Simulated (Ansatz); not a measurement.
Consider the following.

MgPt$_{3}$:
Space group Pm-3m (No. 221); a = 3.8797 Å, b = 3.8797 Å, c = 3.8797 Å, α = 90.00°, β = 90.00°, γ = 90.00°

```csv
atom,site,symmetry,x,y,z
Mg,1a,m-3m,0.0000,0.0000,0.0000
Pt,3c,4/mm.m,0.0000,0.5000,0.5000
```

This is the LDA-relaxed structure.

Problem. All from DFT-LDA in the program Ansatz with PAW potentials, unless another level is named. Give the Poisson's ratio.

Solution. 0.31.

Problem. Next, the highest zone-centre frequency?

Solution. 287 cm⁻¹.

Problem. And the elastic constants (relaxed ions, GPa)?

Solution. C11 = 318, C12 = 185, C44 = 130.

The workflow started from an entry of the Crystallography Open Database (COD); the relaxed space group is not among those it files for this formula. COD files the formula under space group No. 123, so this cell is another polymorph or a model. Its standing as an ambient phase is unchecked. The LDA relaxation kept the symmetry of its start; of distortions, only those at the zone centre were tested. No spin polarisation was allowed. As this level gives no gap, shear constants depend on the k-mesh and smearing (Fermi–Dirac, 0.1 eV here). As this level gives no gap, phonon frequencies hold no LO–TO term and depend on the k-mesh and smearing (Fermi–Dirac, 0.1 eV here). On the denser mesh and wider smearing of the elastic run this cell carries a stress of 0.4 GPa. Scalar-relativistic: spin–orbit coupling is off unless named, which matters more the heavier the elements.

Potentials: the later of the program's two PAW sets.
